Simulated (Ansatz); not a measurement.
**CrB2, several self-consistent solutions**

```xyz
6
Lattice="2.9700 0.0000 0.0000 -2.9700 5.1442 0.0000 0.0000 0.0000 3.0700" Properties=species:S:1:pos:R:3 pbc="T T T"
Cr    0.0000    0.0000    0.0000
B     0.0000    1.7147    1.5350
B     1.4850    0.8574    1.5350
Cr   -1.4850    2.5721    0.0000
B    -1.4850    4.2868    1.5350
B     0.0000    3.4295    1.5350
```

Method: r2SCAN in Ansatz 0.2.0, PAW datasets, plane waves to 500 eV, 8×4×7 Γ-centred mesh, fermi-dirac occupations of width 0.050 eV. The atoms are fixed and numbered as listed; spin is collinear, without spin-orbit coupling.

Different starts of the self-consistent cycle ended in different solutions. Their moments in μB:

| state | Cr1 | Cr4 | other atoms together | size of the net moment a cell |
| --- | --- | --- | --- | --- |
| A | 1.87 | -1.87 | 0.00 | 0.00 |
| B | 1.97 | 1.97 | -0.17 | 3.99 |
| C | 0.00 | 0.00 | 0.00 | 0.00 |

Site moments are taken in small spheres that don't touch (radius about 0.4 of the atom's shortest bond), so those of the magnetic atoms read low, and they needn't add up to the net moment. State C was run without spin polarisation.

What is the order in energy at zero smearing?

State A (antiparallel, compensated) is lowest; B (parallel moments) lies 10.6 meV above it, C (without moments) lies 158 meV above it, all counted an atom of the cell.

Which states have a gap on the mesh, and what pressure does each exert on this cell?

A: no gap, -0.2 GPa; B: no gap, 1.1 GPa; C: no gap, -12.3 GPa (positive in compression). Moments take up room: without them the pressure is lower, so that state wants a smaller cell.

How much does the cell gain by forming moments?

158 meV an atom of the cell, or 474 meV for each Cr atom, against state C, which has none. In a metal like this the level decides whether moments form at all, so this is no ordering energy.

The cell is that of a Crystallography Open Database entry, unchanged but doubled along one cell vector so that moments can oppose.

Caveats: only orders that fit this cell and collinear spins were tried, so the true order may need a larger cell or canted moments; atoms and cell are not relaxed, and each state would relax in its own way; r2SCAN overestimates the moments and magnetic energies of itinerant metals, and can make a paramagnetic metal magnetic; the k mesh is coarse, so differences of a few meV are uncertain where a state is a metal; one start a pattern, so a lower state of the same pattern may exist; the nearest magnetic atoms form triangles, which frustrates antiparallel coupling, so the true order may be non-collinear or need another cell.
